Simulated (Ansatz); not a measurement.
Relaxed-ion elastic tensor of AlCr2C in space group P6_3/mmc (No. 194; Al on 2d, Cr on 4f, C on 2a) in GPa (Voigt order), PBEsol in the plane-wave PAW code Ansatz; density 5.50 g/cm³, 10.79 Å³ per atom.

```
      1     2    3    4    5    6
-  ----  ----  ---  ---  ---  ---
1   388  88.0  119  0.0  0.0  0.0
2  88.0   388  119  0.0  0.0  0.0
3   119   119  385  0.0  0.0  0.0
4   0.0   0.0  0.0  144  0.0  0.0
5   0.0   0.0  0.0  0.0  144  0.0
6   0.0   0.0  0.0  0.0  0.0  150
```

Task: Is the crystal mechanically stable?

Result: Yes: the smallest eigenvalue of C is 144 GPa.

Task: Work out the Voigt, Reuss and Hill averages.

Result: K_V = 201, K_R = 201, K_H = 201; G_V = 143, G_R = 143, G_H = 143 GPa.

Task: Give Young's modulus, Poisson's ratio, Pugh's ratio and the universal anisotropy index.

Result: E = 9KG/(3K + G) = 347 GPa; ν = 0.21; K/G = 1.41 (brittle by the Pugh limit of 1.75); A_U = 5G_V/G_R + K_V/K_R − 6 = 0.02.

Task: Estimate the sound speeds and the Debye temperature.

Result: v_l = √((K + 4G/3)/ρ) = 8440 m/s, v_t = √(G/ρ) = 5100 m/s, mean 5640 m/s; Θ = (h/k)(3n/4πV)^(1/3) v_m = 760 K.

Task: Solve the Christoffel equation for the three sound speeds along x, y, z.

Result: Eigenvalues of C_ijkl n_j n_l equal ρv². In km/s, slowest first: x 5.12, 5.22, 8.40; y 5.12, 5.22, 8.40; z 5.12, 5.12, 8.36.

Task: How much does each axis shrink under pressure?

Result: Linear compressibilities β_i = Σ_j S_ij (j = 1 to 3): x 1.7, y 1.7, z 1.5 per TPa.

Symmetry was held in the PBEsol relaxation; of distortions, only those at the zone centre were tested. The run is not spin-polarised. As this level gives no gap, shear constants depend on the k-mesh and smearing (Fermi–Dirac, 0.1 eV here). On the denser mesh and wider smearing of the elastic run this cell carries a stress of 0.4 GPa.

Potentials: the earlier of the program's two PAW sets.
